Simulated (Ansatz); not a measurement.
Values for one crystal, relaxed and computed with PBEsol (plane waves, PAW; program Ansatz); other levels are named.

* **Volume per atom**: 33.21 Å³
* **Electronic character**: metallic (no gap)
* **Gap with spin–orbit coupling**: none (metallic)
* **Bulk modulus (Birch–Murnaghan fit)**: 47.9 GPa
* **Pressure derivative B′**: 3.5
* **Zone-centre stability**: no imaginary mode at Γ
* **Density of states at the Fermi level**: 0.54 states/eV per atom (mean over ±0.08 eV)

### Question
Which of these materials gives this?
A) Cr, bcc (W type)
B) Pd, hcp (Mg type)
C) Bi, Pmma (Bi on 2e)
D) Os, diamond

### Answer
C, Bi, Pmma (Bi on 2e)

The workflow started from a Materials Project entry (that database holds measured and hypothetical structures alike); the Crystallography Open Database copy checked does not list it. It is not the phase usual at ambient conditions (space group No. 166). The cell was relaxed with PBEsol under the symmetry of its start. Scalar-relativistic: spin–orbit coupling is off unless named, which matters more the heavier the elements.

Potentials: the later of the program's two PAW sets.
